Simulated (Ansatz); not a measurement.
A relaxed cell of GeIrF₆ is given with its symmetry left out. The cell was found from a structure generator's guess, not taken from experiment.

Method: DFT PBE, scalar-relativistic, plane waves, PAW in Ansatz 0.2.0. Cutoff 420 eV, Γ-centred mesh, Gaussian smearing, no spin polarisation.

```
Ge Ir F
1.0
     0.00000    3.98624    3.98624
     3.98624    0.00000    3.98624
     3.98624    3.98624    0.00000
Ge Ir F
1 1 6
Cartesian
  0.0000 0.0000 0.0000
  3.9862 3.9862 3.9862
  1.9092 3.9862 3.9862
  6.0632 3.9862 3.9862
  3.9862 1.9092 3.9862
  3.9862 6.0632 3.9862
  3.9862 3.9862 1.9092
  3.9862 3.9862 6.0632
```

The zero of energy is the elements' standard structures at the same level (F₂ as a molecule); no fitted shifts are applied.

(1) Find its symmetry and describe it.

(2) What is its formation energy per atom?

(3) Is it a metal?

(4) From what recipe could a structure generator have reached it?

## Answers

(1) Fm-3m (No. 225). Conventional cell: a = 7.972 Å. Ge has 6 F at 1.91 Å; Ir is surrounded by 6 F at 2.08 Å; F has 1 Ge at 1.91 Å and 1 Ir at 2.08 Å.

(2) −1.60 eV/atom. A negative formation energy is needed for stability but isn't enough: competing phases decide.

(3) Yes, bands cross the Fermi level on the 8×8×8 mesh.

(4) One such recipe: ordered mixture on the cation sites of rhenium trioxide (Fm-3m, No. 225). Other recipes can lead to the same cell.

The last run used an 8×8×8 mesh for its 8-atom cell and Gaussian smearing of 0.10 eV. Spin–orbit coupling, which can matter for Ir, is left out. An odd number of electrons in the primitive cell allows no gap without spin; a larger cell or a magnetic state could open one. Symmetry constrained the relaxation, so the result can be a saddle point.
